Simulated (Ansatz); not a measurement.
Mechanical response of MnSe (Fm-3m)

```
CELL_PARAMETERS angstrom
0.00000 2.62043 2.62043
2.62043 0.00000 2.62043
2.62043 2.62043 0.00000
ATOMIC_POSITIONS crystal
Mn 0.00000 0.00000 0.00000
Se 0.50000 0.50000 0.50000
```

Starting moments along z (μB): Mn1 +3.9, Se2 +0.

The conventional cell has a = 5.241 Å, b = 5.241 Å, c = 5.241 Å, α = 90.00°, β = 90.00°, γ = 90.00°. Mn (atom 1) is surrounded by 6 Se at 2.62 Å. Se (atom 2) is surrounded by 6 Mn at 2.62 Å.

Level of theory, where no other is named: PBEsol, all-electron LAPW in Ansatz 0.2.0, scalar-relativistic, spin-polarised. k mesh 14×14×14, strains of ±0.003, Fermi-Dirac smearing of 0.100 eV, basis error target 0.5 meV/atom. The cell was relaxed by PAW under this functional, which moved its volume by -11 % from the database entry's.

The converged moment is 4.36 μB for the cell that the program solved.

The cell is cubic and carries a residual pressure of 0.03 GPa at this level. Each strain component that symmetry leaves independent is applied at ±0.003, the ions relax wherever a strain frees them, and the stress (tension positive, GPa) is read. Shears are engineering strains, γ = 2ε.

| strain | size | σxx | σyy | σzz | σyz | σxz | σxy |
| --- | --- | --- | --- | --- | --- | --- | --- |
| xx | -0.003 | -0.4719 | -0.1055 | -0.1055 | 0.0000 | 0.0000 | 0.0000 |
| xx | +0.003 | 0.3880 | 0.0377 | 0.0377 | 0.0000 | 0.0000 | 0.0000 |
| yz | -0.003 | -0.0338 | -0.0340 | -0.0340 | -0.0862 | 0.0000 | 0.0000 |
| yz | +0.003 | -0.0338 | -0.0340 | -0.0340 | 0.0862 | 0.0000 | 0.0000 |

A central difference gives one constant, for example C11 ≈ (0.3880 − (-0.4719))/(0.006) = 143.3 GPa; the program then imposes the crystal's symmetry on the whole matrix.

Task: What are the independent elastic constants?

Result: C11 = 143.3, C12 = 23.9, C44 = 28.7 GPa.

Task: Do they meet the Born conditions?

Result: C11 − C12 = 119.5, C11 + 2C12 = 191.0 and C44 = 28.7 GPa must all be positive, so the crystal is elastically stable; that says nothing yet of its phonons.

Task: What moduli does a random aggregate of grains have?

Result: B = (C11 + 2C12)/3 = 63.7 GPa. G_V = (C11 − C12 + 3C44)/5 = 41.1 and G_R = 5(C11 − C12)C44/(4C44 + 3(C11 − C12)) = 36.3, so G_H = 38.7 GPa. Then E = 9BG/(3B + G) = 96.6 GPa, ν = (3B − 2G)/(6B + 2G) = 0.247 and B/G = 1.65, on the brittle side of Pugh's 1.75 (a rule of thumb).

Task: With the density of 6.179 g/cm³, how fast does sound travel, and what Debye temperature follows?

Result: 

```json
{"direction": "[100]", "slow (m/s)": "2157", "middle (m/s)": "2157", "fast (m/s)": "4816"}
{"direction": "[110]", "slow (m/s)": "2157", "middle (m/s)": "3109", "fast (m/s)": "4264"}
{"direction": "[111]", "slow (m/s)": "2828", "middle (m/s)": "2828", "fast (m/s)": "4063"}
```

The mean of v⁻³ over directions and branches gives v_m = 2742 m/s and θ_D = (ħ/k_B) v_m (6π²n)^(1/3) = 311 K, n being atoms per volume. Young's modulus spans 75 to 137 GPa over directions, and the universal anisotropy index is 0.67.

Task: How far do the constants move if PAW replaces LAPW in the same cell?

Result: 

```csv
constant,LAPW (GPa),PAW (GPa),difference
C11,143.3,143.0,-0.3
C12,23.9,23.8,-0.1
C44,28.7,28.7,0.0
```

Task: What happens at 2 GPa (cell relaxed there)?

Result: The volume falls to 0.9699 of its value, and C11 = 159.0, C12 = 20.8, C44 = 27.7 GPa (slopes of the stress), in this structure whether or not another phase takes over.

Keep in mind: a lower magnetic state may exist; responses of metals move with mesh and smearing; the magnetic cell shrank by over 10 per cent from the database entry, so these values may belong to a collapsed low-moment state; the frozen-core PAW files of the compared runs were fitted under PBE, their cores solved anew for this functional.
